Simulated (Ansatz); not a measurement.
PbTe (rock salt) is sheared across one {110} plane: the third cell vector gains the shift, so faults repeat every 6.8 Å. The cut lies between planes 2.28 Å apart; the cell height is held.

```
CELL_PARAMETERS angstrom
      4.55579     0.00000     0.00000
      0.00000     6.44286     0.00000
      2.27789     3.22143     6.83368
ATOMIC_POSITIONS crystal
  Te 0.00000 0.00000 0.83333
  Te 0.33333 0.33333 0.16667
  Te 0.66667 0.66667 0.50000
  Pb 0.33333 0.83333 0.16667
  Pb 0.66667 0.16667 0.50000
  Pb 0.00000 0.50000 0.83333
```

In-plane vectors a = (4.556, 0.000) Å, b = (0.000, 6.443) Å, area 29.35 Å². The shift is s times the vector a (length 4.556 Å), so s = 1 restores the start. The shift is rigid: no atom relaxes. γ = [E(shift) − E(0)] / area.

The numbers are results of PBEsol (plane waves to 420 eV, PAW, scalar-relativistic; Ansatz, an electronic-structure program), not measurements. k mesh 7×7×7 (Γ-centred), Fermi-Dirac smearing 0.05 eV. Energies are extrapolated to zero smearing. As the smearing reaches across the gap at some points, the k mesh leaves noise in γ, roughly 0.02 J/m² as judged from a few cases. Faults lie only 6.8 Å apart, and holding the cell height and the atoms raises γ above its relaxed value. PbTe was relaxed with its symmetry unable to fall. Spin-orbit coupling is left out, though Pb and Te are heavy. γ is measured from zero shift. The last digit holds for this mesh only.

| s | γ (J/m²) |
|---|---|
| 0.000 | 0.00 |
| 0.083 | 0.13 |
| 0.167 | 0.56 |
| 0.250 | withheld |
| 0.333 | 2.25 |
| 0.417 | 3.12 |
| 0.500 | 3.49 |
| 0.583 | 3.12 |
| 0.667 | 2.25 |
| 0.750 | withheld |
| 0.833 | 0.56 |
| 0.917 | 0.13 |

Task: Fit a Fourier form (three harmonics of 1 − cos and sin) to the given rows and predict γ at s = 0.250.

Result: Least squares on the 10 given rows: γ = (1.725)·[1 − cos(2πs)] + (-0.226)·[1 − cos(4πs)] + (0.017)·[1 − cos(6πs)], in J/m²; root-mean-square residual 0.003 J/m². At 0.250 the fit gives 1.29 J/m²; the calculation gives 1.29 J/m², the same to the digits shown. 

(The slope of γ gives the shear force per area between the displaced halves; near zero shift its curvature is an elastic stiffness.)
